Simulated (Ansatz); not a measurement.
In the program Ansatz at the PBE level (PAW), Ga in the α-Ga structure (Cmce) relaxes to a = 4.580 Å, b = 7.743 Å, c = 4.583 Å.

Electronic character: metallic (no gap). Gap from PBE with spin–orbit coupling: none (metallic).

The bulk modulus is 48.1 GPa.

The cell was relaxed with PBE under the symmetry of its start. Axis ratios of metals converge slowly with the k-mesh, so a and c are less sure than the volume. Spin–orbit coupling is left out wherever it is not named.

Potentials: the later of the program's two PAW sets.
